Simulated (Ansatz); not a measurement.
Input file for Ansatz (a quantum-chemistry and plane-wave program):

Ansatz 0.2 input:
```yaml
crystal:
  lattice:
    - [0.0, 2.8258456718, 2.8258456718]
    - [2.8258456718, 0.0, 2.8258456718]
    - [2.8258456718, 2.8258456718, 0.0]
  atoms:
    - { symbol: In, position: [0.5, 0.5, 0.5] }
    - { symbol: As, position: [0.0, 0.0, 0.0] }
kpoints:
  mp_grid: { grid: [26, 26, 26] }
hamiltonian:
  xc: pbesol
  pseudopotentials: { kind: paw }
scf:
  occupations: { method: fermi_dirac, width: 0.1 }
elastic: { mode: relaxed_ion, stencil: two_point, amplitude: 0.005, f_tol: 0.0005 }
```

Output (shortened):

```
Pseudopotential: In, paw, valence charge 13
Pseudopotential: As, paw, valence charge 15
Functional definition: PBEsol
Crystal: 2 atoms, lattice volume = 45.131 Å³
Basis set: ecut = 420 eV, 893 PW (Γ), exchange–correlation on 54×54×54 points (8 copies of the dense FFT grid, shifted against one another)
Bands: 18, of which v1, the nominal top of the filled ones, is band 14 counted from 1 (13 counted from 0)
Symmetry: 48 space group operations
Space group: Fm-3m (ITA 225), of the structure as read, at distance tolerance 3.6e-5 Å
k-points: 511 of 17576
SCF iter   1: F=—  HF=-10338.576652 eV  |F-HF|=—  |Δ(HF+E_count)|=         —  Δρ=4.95e-3  dr2=1.60e-2  ethr=1.77e-3  ⟨swp⟩=5.3  Hψ=43347  notcnv=0
preconditioner: auto → Kerker (q_TF=auto, 2.520 Å⁻¹)
SCF iter   2: F=—  HF=-10338.571724 eV  |F-HF|=—  |Δ(HF+E_count)|=   4.93e-3  Δρ=2.92e-3  dr2=5.50e-3  ethr=5.73e-5  ⟨swp⟩=1.0  Hψ=13315  notcnv=0
SCF iter   3: F=—  HF=-10338.570234 eV  |F-HF|=—  |Δ(HF+E_count)|=   1.49e-3  Δρ=8.30e-4  dr2=4.70e-4  ethr=1.96e-5  ⟨swp⟩=2.9  Hψ=16587  notcnv=0
SCF iter   4: F=—  HF=-10338.570092 eV  |F-HF|=—  |Δ(HF+E_count)|=   1.43e-4  Δρ=4.30e-4  dr2=6.09e-5  ethr=1.68e-6  ⟨swp⟩=2.0  Hψ=16394  notcnv=0
SCF iter   5: F=—  HF=-10338.570103 eV  |F-HF|=—  |Δ(HF+E_count)|=   1.12e-5  Δρ=1.44e-4  dr2=9.28e-6  ethr=2.18e-7  ⟨swp⟩=2.1  Hψ=13613  notcnv=0
SCF iter   6: F=—  HF=-10338.570101 eV  |F-HF|=—  |Δ(HF+E_count)|=   1.99e-6  Δρ=9.86e-5  dr2=2.58e-6  ethr=3.31e-8  ⟨swp⟩=2.0  Hψ=16405  notcnv=0
SCF iter   7: F=—  HF=-10338.570100 eV  |F-HF|=—  |Δ(HF+E_count)|=   5.83e-7  Δρ=2.77e-5  dr2=2.63e-7  ethr=9.21e-9  ⟨swp⟩=2.2  Hψ=13084  notcnv=0
SCF iter   8: F=—  HF=-10338.570100 eV  |F-HF|=—  |Δ(HF+E_count)|=   7.25e-8  Δρ=3.32e-6  dr2=3.90e-9  ethr=9.40e-10  ⟨swp⟩=2.0  Hψ=15960  notcnv=0
SCF iter  11: F=-10338.570100 eV  HF=-10338.570100 eV  |F-HF|=3.64e-12  |Δ(HF+E_count)|=  3.64e-12  Δρ=3.87e-9  dr2=7.11e-15  ethr=1.00e-12  ⟨swp⟩=4.1  Hψ=31750  notcnv=0
SCF 1 converged in 11 iterations: F = -10338.570100 eV  dr2 = 7.11e-15
Crystal: 2 atoms, lattice volume = 44.905 Å³
Symmetry: 16 space group operations
k-points: 1330 of 17576
iter 1 solved again at ethr=1.13e-7 eV; its pass at ethr=3.10e-3 eV (dr2=3.16e-5 eV) is discarded
SCF iter   1: F=—  HF=-10338.569470 eV  |F-HF|=—  |Δ(HF+E_count)|=         —  Δρ=2.24e-4  dr2=2.72e-5  ethr=1.13e-7  ⟨swp⟩=3.1  Hψ=143514  notcnv=0
preconditioner: auto → Kerker (q_TF=auto, 2.522 Å⁻¹)
SCF iter   2: F=—  HF=-10338.569466 eV  |F-HF|=—  |Δ(HF+E_count)|=   3.91e-6  Δρ=1.42e-4  dr2=1.10e-5  ethr=9.73e-8  ⟨swp⟩=1.0  Hψ=23940  notcnv=0
SCF iter   3: F=—  HF=-10338.569463 eV  |F-HF|=—  |Δ(HF+E_count)|=   2.35e-6  Δρ=2.69e-5  dr2=4.39e-7  ethr=3.93e-8  ⟨swp⟩=2.8  Hψ=42196  notcnv=0
SCF iter   4: F=—  HF=-10338.569463 eV  |F-HF|=—  |Δ(HF+E_count)|=   1.01e-7  Δρ=1.42e-5  dr2=8.49e-8  ethr=1.57e-9  ⟨swp⟩=2.0  Hψ=42702  notcnv=0
SCF iter   5: F=—  HF=-10338.569463 eV  |F-HF|=—  |Δ(HF+E_count)|=   2.02e-8  Δρ=3.20e-6  dr2=6.06e-9  ethr=3.03e-10  ⟨swp⟩=2.0  Hψ=27697  notcnv=0
SCF iter   6: F=—  HF=-10338.569463 eV  |F-HF|=—  |Δ(HF+E_count)|=  9.59e-10  Δρ=9.51e-7  dr2=4.41e-10  ethr=2.17e-11  ⟨swp⟩=2.5  Hψ=34161  notcnv=0
SCF iter   7: F=—  HF=-10338.569463 eV  |F-HF|=—  |Δ(HF+E_count)|=  4.91e-11  Δρ=2.16e-7  dr2=2.27e-11  ethr=1.57e-12  ⟨swp⟩=2.7  Hψ=43411  notcnv=0
SCF iter   8: F=—  HF=-10338.569463 eV  |F-HF|=—  |Δ(HF+E_count)|=  3.64e-12  Δρ=5.64e-8  dr2=1.39e-12  ethr=8.12e-14 (applied; sched 1.00e-12)  ⟨swp⟩=2.9  Hψ=44353  notcnv=0
SCF iter   9: F=-10338.569463 eV  HF=-10338.569463 eV  |F-HF|=0.00e0  |Δ(HF+E_count)|=    0.00e0  Δρ=1.35e-8  dr2=9.06e-14  ethr=1.00e-12  ⟨swp⟩=3.0  Hψ=87708  notcnv=0
SCF 2 converged in 9 iterations: F = -10338.569463 eV  dr2 = 9.06e-14
Crystal: 2 atoms, lattice volume = 45.357 Å³
iter 1 solved again at ethr=1.31e-10 eV; its pass at ethr=3.10e-3 eV (dr2=3.66e-8 eV) is discarded
SCF iter   1: F=—  HF=-10338.569688 eV  |F-HF|=—  |Δ(HF+E_count)|=         —  Δρ=1.10e-5  dr2=3.94e-8  ethr=1.31e-10  ⟨swp⟩=2.9  Hψ=135424  notcnv=0
preconditioner: auto → Kerker (q_TF=auto, 2.518 Å⁻¹)
SCF iter   2: F=—  HF=-10338.569688 eV  |F-HF|=—  |Δ(HF+E_count)|=   7.01e-8  Δρ=5.85e-6  dr2=1.22e-8  ethr=1.31e-10  ⟨swp⟩=1.2  Hψ=25235  notcnv=0
SCF iter   3: F=—  HF=-10338.569688 eV  |F-HF|=—  |Δ(HF+E_count)|=   1.94e-8  Δρ=9.96e-7  dr2=7.54e-10  ethr=4.36e-11  ⟨swp⟩=2.4  Hψ=41298  notcnv=0
SCF iter   4: F=—  HF=-10338.569688 eV  |F-HF|=—  |Δ(HF+E_count)|=  6.48e-10  Δρ=5.17e-7  dr2=4.36e-11  ethr=2.69e-12  ⟨swp⟩=2.0  Hψ=42736  notcnv=0
SCF iter   5: F=—  HF=-10338.569688 eV  |F-HF|=—  |Δ(HF+E_count)|=  1.40e-10  Δρ=7.76e-8  dr2=1.83e-12  ethr=1.56e-13 (applied; sched 1.00e-12)  ⟨swp⟩=2.4  Hψ=32245  notcnv=0
SCF iter   6: F=—  HF=-10338.569688 eV  |F-HF|=—  |Δ(HF+E_count)|=  1.82e-12  Δρ=2.09e-8  dr2=1.99e-13  ethr=6.53e-15 (applied; sched 1.00e-12)  ⟨swp⟩=2.2  Hψ=41953  notcnv=0
SCF iter   7: F=-10338.569688 eV  HF=-10338.569688 eV  |F-HF|=5.46e-12  |Δ(HF+E_count)|=  1.82e-12  Δρ=4.00e-9  dr2=7.87e-15  ethr=1.00e-12  ⟨swp⟩=4.0  Hψ=71531  notcnv=0
SCF 3 converged in 7 iterations: F = -10338.569688 eV  dr2 = 7.87e-15
Crystal: 2 atoms, lattice volume = 45.131 Å³
Symmetry: 8 space group operations
k-points: 2471 of 17576
iter 1 solved again at ethr=8.25e-8 eV; its pass at ethr=3.10e-3 eV (dr2=2.31e-5 eV) is discarded
SCF iter   1: F=—  HF=-10338.570037 eV  |F-HF|=—  |Δ(HF+E_count)|=         —  Δρ=1.54e-4  dr2=6.84e-6  ethr=8.25e-8  ⟨swp⟩=2.7  Hψ=246536  notcnv=0
preconditioner: auto → Kerker (q_TF=auto, 2.520 Å⁻¹)
SCF iter   2: F=—  HF=-10338.570037 eV  |F-HF|=—  |Δ(HF+E_count)|=   3.15e-7  Δρ=9.55e-5  dr2=2.84e-6  ethr=2.44e-8  ⟨swp⟩=1.0  Hψ=44478  notcnv=0
SCF iter   3: F=—  HF=-10338.570036 eV  |F-HF|=—  |Δ(HF+E_count)|=   5.71e-8  Δρ=1.08e-5  dr2=8.32e-8  ethr=1.01e-8  ⟨swp⟩=1.2  Hψ=44933  notcnv=0
SCF iter   4: F=—  HF=-10338.570036 eV  |F-HF|=—  |Δ(HF+E_count)|=   2.30e-8  Δρ=3.03e-6  dr2=4.07e-9  ethr=2.97e-10  ⟨swp⟩=2.1  Hψ=56726  notcnv=0
SCF iter   5: F=—  HF=-10338.570036 eV  |F-HF|=—  |Δ(HF+E_count)|=  2.95e-10  Δρ=1.18e-6  dr2=6.08e-10  ethr=1.45e-11  ⟨swp⟩=2.0  Hψ=79194  notcnv=0
SCF iter   6: F=—  HF=-10338.570036 eV  |F-HF|=—  |Δ(HF+E_count)|=  1.35e-10  Δρ=4.99e-7  dr2=9.30e-11  ethr=2.17e-12  ⟨swp⟩=2.0  Hψ=79311  notcnv=0
SCF iter   7: F=—  HF=-10338.570036 eV  |F-HF|=—  |Δ(HF+E_count)|=  2.55e-11  Δρ=1.58e-7  dr2=9.24e-12  ethr=3.32e-13 (applied; sched 1.00e-12)  ⟨swp⟩=2.0  Hψ=79209  notcnv=0
SCF iter   8: F=—  HF=-10338.570036 eV  |F-HF|=—  |Δ(HF+E_count)|=    0.00e0  Δρ=3.72e-8  dr2=4.55e-13  ethr=3.30e-14 (applied; sched 1.00e-12)  ⟨swp⟩=2.6  Hψ=70116  notcnv=0
SCF iter   9: F=-10338.570036 eV  HF=-10338.570036 eV  |F-HF|=3.64e-12  |Δ(HF+E_count)|=    0.00e0  Δρ=6.67e-9  dr2=1.36e-14  ethr=1.00e-12  ⟨swp⟩=4.0  Hψ=138040  notcnv=0
SCF 4 converged in 9 iterations: F = -10338.570036 eV  dr2 = 1.36e-14
Crystal: 2 atoms, lattice volume = 45.131 Å³
iter 1 solved again at ethr=6.82e-11 eV; its pass at ethr=3.10e-3 eV (dr2=1.91e-8 eV) is discarded
SCF iter   1: F=—  HF=-10338.570036 eV  |F-HF|=—  |Δ(HF+E_count)|=         —  Δρ=5.70e-6  dr2=1.87e-8  ethr=6.82e-11  ⟨swp⟩=2.7  Hψ=247261  notcnv=0
preconditioner: auto → Kerker (q_TF=auto, 2.520 Å⁻¹)
SCF iter   2: F=—  HF=-10338.570036 eV  |F-HF|=—  |Δ(HF+E_count)|=   6.86e-8  Δρ=3.50e-6  dr2=7.02e-9  ethr=6.68e-11  ⟨swp⟩=1.0  Hψ=44478  notcnv=0
SCF iter   3: F=—  HF=-10338.570036 eV  |F-HF|=—  |Δ(HF+E_count)|=   2.26e-9  Δρ=4.92e-7  dr2=1.31e-10  ethr=2.51e-11  ⟨swp⟩=2.0  Hψ=54544  notcnv=0
SCF iter   4: F=—  HF=-10338.570036 eV  |F-HF|=—  |Δ(HF+E_count)|=  4.00e-11  Δρ=2.42e-7  dr2=2.26e-11  ethr=4.68e-13 (applied; sched 1.00e-12)  ⟨swp⟩=2.0  Hψ=79399  notcnv=0
SCF iter   5: F=—  HF=-10338.570036 eV  |F-HF|=—  |Δ(HF+E_count)|=  7.28e-12  Δρ=9.64e-8  dr2=4.08e-12  ethr=8.06e-14 (applied; sched 1.00e-12)  ⟨swp⟩=2.0  Hψ=72482  notcnv=0
SCF iter   6: F=—  HF=-10338.570036 eV  |F-HF|=—  |Δ(HF+E_count)|=  1.82e-12  Δρ=2.33e-8  dr2=2.75e-13  ethr=1.46e-14 (applied; sched 1.00e-12)  ⟨swp⟩=2.1  Hψ=79209  notcnv=0
SCF iter   7: F=-10338.570036 eV  HF=-10338.570036 eV  |F-HF|=0.00e0  |Δ(HF+E_count)|=  5.46e-12  Δρ=4.82e-9  dr2=1.01e-14  ethr=1.00e-12  ⟨swp⟩=4.0  Hψ=134774  notcnv=0
SCF 5 converged in 7 iterations: F = -10338.570036 eV  dr2 = 1.01e-14
SCF converged after 11 iterations
Free energy (F): -10338.570100 eV
Harris-Foulkes:  -10338.570100 eV  (|F-HF|=3.64e-12)
Internal energy: -10338.534991 eV  (E = F + TS)
E sigma→0 (E₀):  -10338.552545 eV
Entropy (-TS):   -0.035109 eV (-17.555 meV/atom)
Fermi energy:    10.485254 eV
--- Per-component energies (eV) ---
  E_band       = -240.231338
  E_kinetic    = 346.529356
  E_local      = -2712.711322  (includes V_loc(G=0)·N_el)
  E_nonlocal   = -300.019205
  E_hartree    = 1338.299753
  E_xc         = -292.527689
  E_vxc        = -179.603642  (∫ρ·V_xc dr)
  E_paw        = -5876.635116  (= ΣΔE_a)
  E_vpaw       = -71.026061  (= ΣTr[D̂ρ^β])
  E_aug_tail   = 0.000033  (compensation charges beyond the density's cutoff)
  E_ewald      = -2842.673131
  E_core_change = 1.202331  (= ΣΔE_core)
  E_smearing   = -0.035109  (= −TS)
  E_closure    = 0.000000  (closes the sum)
  Σ components = -10338.570100   (vs F -10338.570100, Δ=0.00e0)
  [band-id]    e_kinetic+e_local+e_nonlocal+2·e_hartree+e_vxc+e_vpaw+e_augmentation_tail = -240.231337   (vs E_band -240.231338, Δ=1.16e-6)
--- Forces (eV/Å), atoms counted from 1 ---
  atom   1  In     0.00000000     0.00000000     0.00000000
  atom   2  As     0.00000000     0.00000000     0.00000000
  max |Σ_I F_I| component: 0.0 eV/Å
--- Stress (GPa, compression-positive) ---
        0.071855       0.000000       0.000000
        0.000000       0.071855       0.000000
        0.000000       0.000000       0.071855
  P = ⅓ Tr σ = 0.0719 GPa (0.719 kbar)
--- Band table (eV; the first three rows and the last of 511) ---
  k-point 0: bands = ["-24.6885", "-24.6885", "-24.6809", "-24.6809", "-24.6809", "-3.8210", "-3.8210", "-3.7973", "-3.7973", "-3.7973", "-2.0033", "10.1471", "10.2637", "10.2637", "10.2637", "17.7053", "17.7053", "17.7053"]
  k-point 1: bands = ["-24.6885", "-24.6885", "-24.6809", "-24.6809", "-24.6809", "-3.8217", "-3.8217", "-3.7974", "-3.7966", "-3.7966", "-1.9860", "9.5841", "10.2664", "10.2664", "10.7992", "17.4442", "17.6681", "17.6681"]
  k-point 2: bands = ["-24.6884", "-24.6884", "-24.6809", "-24.6808", "-24.6808", "-3.8239", "-3.8239", "-3.7975", "-3.7943", "-3.7943", "-1.9342", "8.9506", "10.2749", "10.2749", "11.3476", "17.0155", "17.4321", "17.4321"]
  k-point 510: bands = ["-24.6887", "-24.6877", "-24.6804", "-24.6801", "-24.6790", "-4.0678", "-3.8322", "-3.7859", "-3.7689", "-3.7016", "0.8826", "5.5692", "6.3610", "6.6583", "12.7196", "14.8278", "16.9768", "17.7332"]
--- Elastic constants: 2 strain directions × 2 members + reference (group order 48) ---
  dense FFT box of the reference and of every strained cell: 27×27×27
  strains applied: 11, 23; error gains: componentwise 1.00 (the most a stress slope's error grows in a printed constant), spectral 1.73 (1 for all six strains …
  C = ∂σ_k/∂η_j (tension-positive GPa; Voigt order 11 22 33 23 13 12):
       148.902     32.726     32.726      0.000      0.000      0.000
        32.726    148.902     32.726      0.000      0.000      0.000
        32.726     32.726    148.902      0.000      0.000      0.000
         0.000      0.000      0.000     18.021      0.000      0.000
         0.000      0.000      0.000      0.000     18.021      0.000
         0.000      0.000      0.000      0.000      0.000     18.021
  reference stress σ⁰ (GPa):     -0.072     -0.072     -0.072      0.000      0.000      0.000
  C* (energy form; C + prestress term) asymmetry max|C*_kj − C*_jk| = 2.842e-14 GPa — a small one proves nothing (zero by symmetry where the batch's group is …
  moduli (Voigt/Reuss/Hill, GPa): K = 71.45/71.45/71.45   G = 34.05/24.89/29.47   E = 77.72   ν = 0.319
  mechanically stable: yes (min eigenvalue of sym C = 18.02 GPa)
  where every solve meets its electron count the energy-path curvature estimates C_jj along a normal strain and C_jj − ¼(σ⁰_aa + σ⁰_bb) along a shear (ab), of …
  strain η (Voigt 11):  stress-route row diagonal C_11 = 148.90 GPa, energy-path curvature d²(F+E_count+ΔE)/dδ²/Ω₀ = 148.87 GPa
         δ    σ_11 (GPa)             F (eV)   n_scf  n_hpsi   n_pw
    -5.000e-3      -0.8394      -10338.5694632       9  516574    903   relax 0 steps, max|allowed force component| 0.0 eV/Å
     5.000e-3       0.6496      -10338.5696877       7  417306    907   relax 0 steps, max|allowed force component| 0.0 eV/Å
  strain η (Voigt 23):  stress-route row diagonal C_44 = 18.02 GPa, energy-path curvature d²(F+E_count+ΔE)/dδ²/Ω₀ = 18.06 GPa
         δ    σ_23 (GPa)             F (eV)   n_scf  n_hpsi   n_pw
    -5.000e-3      -0.0901      -10338.5700364       9  888541    905   relax 0 steps, max|allowed force component| 0.0 eV/Å
     5.000e-3       0.0901      -10338.5700364       7  762111    905   relax 0 steps, max|allowed force component| 0.0 eV/Å
```

Cost: about 7 core-minutes (a rough figure) on shared cores.

The first step of the workflow began from a Materials Project structure, measured or hypothetical; the Crystallography Open Database copy checked does not list it. It is not the phase usual at ambient conditions (space group No. 216). The cell was relaxed with PBEsol under the symmetry of its start; of distortions, only those at the zone centre were tested. As this level gives no gap, shear constants depend on the k-mesh and smearing (Fermi–Dirac, 0.1 eV here). Scalar-relativistic: spin–orbit coupling is off unless named, which matters more the heavier the elements.

Potentials: the later of the program's two PAW sets.

Ansatz is a plane-wave DFT program.
